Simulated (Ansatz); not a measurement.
This Be₃Zn₂Se₅ structure is the end of a relaxation. The cell was found from a structure generator's guess, not taken from experiment.

Computed with Ansatz, DFT PBE, scalar-relativistic, plane waves, PAW. Cutoff 420 eV, Γ-centred mesh, Gaussian smearing, no spin polarisation.

```
Be Zn Se
1.0
    -1.90311    9.59002    2.69425
     1.90311   -9.59002    2.69425
     1.90311    9.59002   -2.69425
Be Zn Se
3 2 5
Direct
  0.09018 0.99757 0.09261
  0.49362 0.99362 0.50000
  0.90496 0.99757 0.90739
  0.30449 0.00009 0.30439
  0.69570 0.00009 0.69561
  0.97263 0.78084 0.19179
  0.14069 0.73224 0.40845
  0.32379 0.73224 0.59155
  0.58905 0.78084 0.80821
  0.73489 0.73489 0.00000
```

The zero of energy is the elements' standard structures at the same level; no fitted shifts are applied.

Problem. Find its symmetry and describe it.

Solution. Imm2 (No. 44), with Be and Zn ordered on zinc blende sites. Conventional cell: a = 3.806 Å, b = 19.180 Å, c = 5.388 Å. Be on a site of symmetry m has 4 Se at 2.23–2.29 Å; around Be on a site of symmetry mm2 lie 4 Se at 2.25–2.30 Å; around Zn lie 4 Se at 2.43–2.46 Å; Se on a site of symmetry m is surrounded by 1 Be at 2.23 Å and 3 Zn at 2.43–2.46 Å; 2 more sites not described.

Problem. What is its formation energy per atom?

Solution. −0.736 eV/atom. It lies below the elements, which doesn't yet make it stable against other compounds or structures.

Problem. Is it a metal?

Solution. No, the gap on the 10×10×10 mesh is 2.38 eV.

The last run used a 10×10×10 mesh for its 10-atom cell and Gaussian smearing of 0.02 eV. Kohn–Sham gaps at this level usually fall short of measured ones. The reference form of Se is held partly by dispersion forces, which this level lacks. Symmetry constrained the relaxation, so the result can be a saddle point.
